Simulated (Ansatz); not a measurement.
Input, command and steps of an Ansatz relaxation.

```yaml
crystal:
  lattice:
    - [-3.50435017, 3.50435017, 2.6415388768]
    - [3.50435017, -3.50435017, 2.6415388768]
    - [3.50435017, 3.50435017, -2.6415388768]
  atoms:
    - { symbol: As, position: [0.875, 0.125, 0.75] }
    - { symbol: As, position: [0.375, 0.125, 0.25] }
    - { symbol: As, position: [0.875, 0.625, 0.75] }
    - { symbol: As, position: [0.875, 0.125, 0.25] }
    - { symbol: Se, position: [0.5, 0.5, 0.0] }
    - { symbol: Se, position: [0.25, 0.75, 0.5] }
basis:
  ecutwfc: 420
kpoints:
  mp_grid: { grid: [8, 8, 8] }
hamiltonian:
  xc: pbesol
scf:
  occupations: { method: gaussian, width: 0.1 }
output:
  forces: true
  stress: true
  eigenvalues: true
  write_density: true
  write_potential: true
  elf: true
  volumetric_format: npy
relax:
  adjacent_minimum: "off"
  f_tol: 0.01
  max_steps: 30
  cell: { stress_tol: 0.1, fix: [volume] }
```

```bash
ansatz run input.yaml --threads 1 --pin off --max-ram 2560MiB --backend cpu --events-out ev --progress --plain --runs-dir out
```

Computed with Ansatz, DFT PBEsol, scalar-relativistic, plane waves, PAW.

The volume is held at 1.03 times that of the relaxed cell.

Of 4 frames 3 are shown, positions in Å and forces in eV/Å; the SCF threshold varies from step to step. Steps run on the plane waves of an earlier cell, with a Pulay correction in the pressure. The basis is chosen afresh for the last frame, the zero of the energies, and at times for earlier ones too; energy and pressure step there, also at an unchanged geometry.

```xyz
6
Lattice="-3.5044 3.5044 2.6415 3.5044 -3.5044 2.6415 3.5044 3.5044 -2.6415" Properties=species:S:1:pos:R:3:forces:R:3 pbc="T T T" step=1 free_energy_over_end_meV_per_atom=0.31 pressure_GPa=-2.23
As    0.0000    5.2565    0.6604    0.0000    0.0000    0.0000
As    0.0000    1.7522    0.6604    0.0000    0.0000    0.0000
As    1.7522    3.5044    1.9812    0.0000    0.0000    0.0000
As   -1.7522    3.5044    1.9812    0.0000    0.0000    0.0000
Se    0.0000    0.0000    2.6415    0.0000    0.0000    0.0000
Se    3.5044    0.0000    1.3208    0.0000    0.0000    0.0000
6
Lattice="-3.5188 3.5188 2.6199 3.5188 -3.5188 2.6199 3.5188 3.5188 -2.6199" Properties=species:S:1:pos:R:3:forces:R:3 pbc="T T T" step=2 free_energy_over_end_meV_per_atom=0.03 pressure_GPa=-2.03
As    0.0000    5.2782    0.6550    0.0000    0.0000    0.0000
As    0.0000    1.7594    0.6550    0.0000    0.0000    0.0000
As    1.7594    3.5188    1.9650    0.0000    0.0000    0.0000
As   -1.7594    3.5188    1.9650    0.0000    0.0000    0.0000
Se    0.0000    0.0000    2.6199    0.0000    0.0000    0.0000
Se    3.5188    0.0000    1.3100    0.0000    0.0000    0.0000
6
Lattice="-3.5153 3.5153 2.6252 3.5153 -3.5153 2.6252 3.5153 3.5153 -2.6252" Properties=species:S:1:pos:R:3:forces:R:3 pbc="T T T" step=4 free_energy_over_end_meV_per_atom=0.00 pressure_GPa=-2.08
As    0.0000    5.2729    0.6563    0.0000    0.0000    0.0000
As    0.0000    1.7576    0.6563    0.0000    0.0000    0.0000
As    1.7576    3.5153    1.9689    0.0000    0.0000    0.0000
As   -1.7576    3.5153    1.9689    0.0000    0.0000    0.0000
Se    0.0000    0.0000    2.6252    0.0000    0.0000    0.0000
Se    3.5153    0.0000    1.3126    0.0000    0.0000    0.0000
```

The run took 3.8 min on 1 thread of Intel(R) Xeon(R) Processor @ 2.50GHz (Skylake/Cascade Lake), on a shared host, peak memory 0.64 GiB.